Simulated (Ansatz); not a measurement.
# Ni$_{2}$Pt: computed properties

The calculation used DFT PBE, scalar-relativistic, plane waves, PAW (Ansatz).

Cutoff 420 eV; k points 18×18×8 on the computed 3-atom cell (Γ-centred); Gaussian smearing, width 0.10 eV; collinear spin from starting moments 0.9 0.9 0.2 μB.

The structure is relaxed at this level of theory with its symmetry kept, and needn't be the ground state of this composition.

```xyz
3
Lattice="2.6653 0.0000 0.0000 -1.3327 2.3083 0.0000 0.0000 0.0000 6.2616" Properties=species:S:1:pos:R:3 pbc="T T T"
Ni    1.3327    0.7694    5.3060
Ni    0.0000    1.5388    0.9557
Pt    0.0000    0.0000    3.1308
```

| Quantity | Value |
| --- | --- |
| Space group | P-3m1 (No. 164) |
| Volume per atom | 12.84 Å³ |
| Formation energy from the elements' standard states (uncorrected) | +0.002 eV/atom |
| Kohn–Sham band gap | none (metal) |
| Density of states at the Fermi level | 5.3 states/eV per cell |
| Orbital (Löwdin) character within 0.5 eV of the Fermi level | Ni 3d 75 %, Pt 5d 19 % |
| Bulk modulus | 208 GPa |
| Its pressure derivative | 5.1 |
| Bader charge by site (e) | Ni (2 in the cell) 0.14, Pt (1 in the cell) -0.29 |
| Total moment | 1.69 μB per cell |
| Moment by site (μB) | Ni1 0.79, Ni2 0.79, Pt3 0.21 |

Spin-orbit coupling is left out, which matters for the bands of heavy elements.

Only this magnetic start was tried.

The cell was found from a structure generator's guess, not taken from experiment. Löwdin shares on free-atom orbitals overweight diffuse shells.
